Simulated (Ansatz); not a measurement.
Ansatz (a quantum-chemistry and plane-wave program) input:

Ansatz 0.2 input:
```yaml
crystal:
  lattice:
    - [0.0, 2.9956982699, 2.9956982699]
    - [2.9956982699, 0.0, 2.9956982699]
    - [2.9956982699, 2.9956982699, 0.0]
  atoms:
    - { symbol: S, position: [0.75, 0.75, 0.75] }
    - { symbol: Hg, position: [0.0, 0.0, 0.0] }
kpoints:
  mp_grid: { grid: [12, 12, 12] }
basis: { xc_grid: 2 }
hamiltonian:
  xc: pbe
  pseudopotentials: { kind: paw }
scf:
  occupations: { method: gaussian, width: 0.05 }
checkpoint: { read: metal.run }
output: { bader: true, populations: true }
```

Output (shortened):

```
Pseudopotential: S, paw, valence charge 6
Pseudopotential: Hg, paw, valence charge 20
Functional definition: PBE
Crystal: 2 atoms, lattice volume = 53.768 Å³
Basis set: ecut = 420 eV, 1067 PW (Γ), exchange–correlation on 60×60×60 points (8 copies of the dense FFT grid, shifted against one another)
Bands: 21, of which v1, the nominal top of the filled ones, is band 13 counted from 1 (12 counted from 0)
Symmetry: 24 space group operations
Space group: F-43m (ITA 216), of the structure as read, at distance tolerance 3.8e-5 Å
k-points: 72 of 1728 (time reversal used)
Stability of the state it starts from, as read at its close in the unpolarized treatment …
iter 1 solved again at ethr=1.15e-7 eV; its pass at ethr=3.10e-3 eV (dr2=2.98e-5 eV) is discarded
SCF iter   1: F=—  HF=-14715.810972 eV  |F-HF|=—  |Δ(HF+E_count)|=         —  Δρ=4.80e-7  dr2=1.76e-10  ethr=1.15e-7  ⟨swp⟩=3.0  Hψ=11408  notcnv=0
preconditioner: auto → none
SCF iter   2: F=-14715.810972 eV  HF=-14715.810972 eV  |F-HF|=9.64e-11  |Δ(HF+E_count)|=   7.84e-9  Δρ=4.27e-7  dr2=1.87e-10  ethr=1.00e-12  ⟨swp⟩=6.2  Hψ=5445  notcnv=0
SCF 1 converged in 2 iterations: F = -14715.810972 eV  dr2 = 1.87e-10
SCF converged after 2 iterations
Free energy (F): -14715.810972 eV
Harris-Foulkes:  -14715.810972 eV  (|F-HF|=9.64e-11)
Internal energy: -14715.810911 eV  (E = F + TS)
E sigma→0 (E₀):  -14715.810942 eV
Entropy (-TS):   -0.000060 eV (-0.030 meV/atom)
Fermi energy:    7.228348 eV
--- Per-component energies (eV) ---
  E_band       = -514.674343
  E_kinetic    = 707.959434
  E_local      = -3531.624962  (includes V_loc(G=0)·N_el)
  E_nonlocal   = 101.776353
  E_hartree    = 1500.075242
  E_xc         = -316.186059
  E_vxc        = -347.936865  (∫ρ·V_xc dr)
  E_paw        = -10544.343041  (= ΣΔE_a)
  E_vpaw       = -445.000015  (= ΣTr[D̂ρ^β])
  E_aug_tail   = 0.000932  (compensation charges beyond the density's cutoff)
  E_ewald      = -2633.468810
  E_smearing   = -0.000060  (= −TS)
  E_closure    = 0.000000  (closes the sum)
  Σ components = -14715.810972   (vs F -14715.810972, Δ=0.00e0)
  [band-id]    e_kinetic+e_local+e_nonlocal+2·e_hartree+e_vxc+e_vpaw+e_augmentation_tail = -514.674639   (vs E_band -514.674343, Δ=-2.96e-4)
--- Band table (eV; the first three rows and the last of 72) ---
  k-point 0: bands = ["-106.7498", "-55.2232", "-55.2232", "-55.2232", "-5.5569", "0.5327", "0.5327", "0.5327", "1.3062", "1.3062", "6.6733", "7.2072", "7.2072", "7.2072", "13.3112", "13.3112", "13.3112", "16.9351", "18.5976", "18.5976", "20.1646"]
  k-point 1: bands = ["-106.7498", "-55.2233", "-55.2232", "-55.2232", "-5.5271", "0.5450", "0.5476", "0.5476", "1.3050", "1.3050", "6.1244", "7.1464", "7.1464", "7.6653", "13.0852", "13.3994", "13.3994", "17.4269", "18.2708", "18.2708", "19.7387"]
  k-point 2: bands = ["-106.7498", "-55.2234", "-55.2232", "-55.2232", "-5.4448", "0.5868", "0.5868", "0.5945", "1.3045", "1.3045", "5.2973", "6.9845", "6.9845", "8.1967", "12.7874", "13.6161", "13.6161", "17.8549", "17.8549", "18.0484", "19.7518"]
  k-point 71: bands = ["-106.7498", "-55.2237", "-55.2236", "-55.2235", "-4.9390", "0.8422", "0.9487", "1.2290", "1.2554", "1.9491", "2.4418", "4.7634", "5.1314", "10.8211", "12.5674", "13.9013", "15.1534", "17.4316", "19.6482", "19.6993", "19.8643"]
--- Löwdin populations: 2 sites ---
  site symbol       q [e]
     0      S      6.8877
     1     Hg     18.9046
  spilling = 0.007988 (of n_electrons = 26.000000)
--- Bader charges: 2 sites ---
  site symbol  charge [e]  shift [e]
     0      S     -0.5343     0.0021
     1     Hg      0.5343     0.0021
  shift: an alarm, by how much a part of what the PAW files miss would move the charge. Where it is large, compare
  with a run on PAW files of another source; a small one proves nothing
  estimated error of the sums over rays = 2.7e-4 e
```

Cost: roughly 20 core-seconds on shared cores.

The PBE relaxation kept the symmetry of its start; of distortions, only those at the zone centre were tested. Spin–orbit coupling is left out wherever it is not named.

Potentials: the later of the program's two PAW sets.

Ansatz is a plane-wave DFT program.
